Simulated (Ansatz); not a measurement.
SiO₂:
```cif
data_O8Si4
_chemical_formula_sum 'Si4 O8'
_space_group_name_H-M_alt 'P 1'
_space_group_IT_number 1
_cell_length_a 5.02806
_cell_length_b 5.02806
_cell_length_c 7.00967
_cell_angle_alpha 90.000
_cell_angle_beta 90.000
_cell_angle_gamma 90.000
loop_
_space_group_symop_operation_xyz
  'x, y, z'
loop_
_atom_site_label
_atom_site_type_symbol
_atom_site_fract_x
_atom_site_fract_y
_atom_site_fract_z
_atom_site_occupancy
Si1 Si 0.70192 0.70192 0.50000 1
Si2 Si 0.79808 0.20192 0.75000 1
Si3 Si 0.29808 0.29808 0.00000 1
Si4 Si 0.20192 0.79808 0.25000 1
O1 O 0.89804 0.76042 0.32164 1
O2 O 0.73958 0.39804 0.57164 1
O3 O 0.10196 0.23958 0.82164 1
O4 O 0.26042 0.60196 0.07164 1
O5 O 0.39804 0.73958 0.42836 1
O6 O 0.23958 0.10196 0.17836 1
O7 O 0.60196 0.26042 0.92836 1
O8 O 0.76042 0.89804 0.67836 1
```

Relaxed with PBEsol. Plane-wave PAW PBEsol (Ansatz code) gives a gap of 5.57 eV.

What gap does HSE06 give on the same cell (Ansatz, PAW)?

7.40 eV, 1.83 eV more. The hybrid was solved on a coarser mesh and at special points; the gap given is the minimum over both.

```csv
k,v1 PBEsol,c1 PBEsol,v1 HSE06,c1 HSE06
Γ,0.00,5.57,0.00,7.40
Z,-0.39,6.80,___,___
M,-0.55,8.56,___,___
A,-0.63,9.07,-0.65,11.05
R,-0.17,7.83,___,___
X,-0.48,7.57,___,___
```

Top valence (v1) and lowest conduction level (c1) in eV from each method's valence maximum (which need not be a listed point): supply the withheld HSE06 values.


- X, v1 HSE06: -0.50
- X, c1 HSE06: 9.49
- Z, v1 HSE06: -0.41
- Z, c1 HSE06: 8.66
- R, v1 HSE06: -0.18
- R, c1 HSE06: 9.89
- M, v1 HSE06: -0.56
- M, c1 HSE06: 10.51

Cost on shared cores: the PBEsol run (SCF on a 6×6×4 mesh, then bands and DOS) very roughly 2.0 core-minutes, the HSE06 run (SCF on 3×3×3, then a few points) roughly 110 core-seconds; the tasks are unlike.

Space group P4_12_12. Symmetry was held in the PBEsol relaxation.

Potentials: the earlier of the program's two PAW sets. The files were generated under PBE; for other functionals the program regenerates the frozen cores, and for LDA and PBEsol the local potential too.
